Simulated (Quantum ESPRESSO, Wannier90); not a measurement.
**Wannier functions of Sr2MgH6 (P-3m1)**

```
Sr2MgH6
1.0
    5.47544     0.00000     0.00000
   -2.73772     4.74187     0.00000
    0.00000     0.00000     4.18847
Sr Mg H
2 1 6
Direct
  0.66667   0.33333   0.26353
  0.33333   0.66667   0.73647
  0.00000   0.00000   0.00000
  0.82346   0.64692   0.76525
  0.17654   0.35308   0.23475
  0.35308   0.17654   0.76525
  0.64692   0.82346   0.23475
  0.82346   0.17654   0.76525
  0.17654   0.82346   0.23475
```

Structure: Materials Project mp-644225, symmetrised, not relaxed again. Not found in the COD (Crystallography Open Database) copy used; not checked further. Method: PBEsol plane waves in Quantum ESPRESSO 7.5 (PseudoDojo norm-conserving files, 68 Ry, no spin polarisation, no spin-orbit coupling), Bloch states on a 4×4×6 mesh through Γ, Wannier90 4.0.1. Density: 12×12×8 mesh, cold smearing 0.01 Ry.

Functional, cutoff and mesh named above are those of the base row (4×4×6); the first column says what each row takes instead. Model: 6 functions from bands 13-18, start SCDM (isolated) (the valence bands). Energies are relative to the valence-band maximum; the misfit is to pw.x on a path, for all bands of the set. Only the mesh of Bloch states changes. Ω_total can sit in another minimum from row to row; Ω_I of an isolated set cannot.

Question: Among the meshes 2×2×2, 2×2×3, 3×3×4, 3×3×5, 4×4×6, 5×5×7, which is the coarsest that interpolates to 20 meV rms?

Answer: 3×3×4.

| mesh | Ω_I (Å²) | Ω_total (Å²) | rms misfit (meV) | k-points (cost) |
|---|---|---|---|---|
| 2×2×2 | 8.21 | 8.40 | 66 | 8 |
| 2×2×3 | 8.76 | 8.94 | 64 | 12 |
| 3×3×4 | 10.00 | 10.17 | 17 | 36 |
| 3×3×5 | 10.14 | 10.30 | 18 | 45 |
| 4×4×6 | 10.59 | 10.72 | 3.3 | 96 |
| 5×5×7 | 10.84 | 10.95 | 2.0 | 175 |

Ω_I still rises with the mesh: the finite-difference spreads converge slowly and from below.
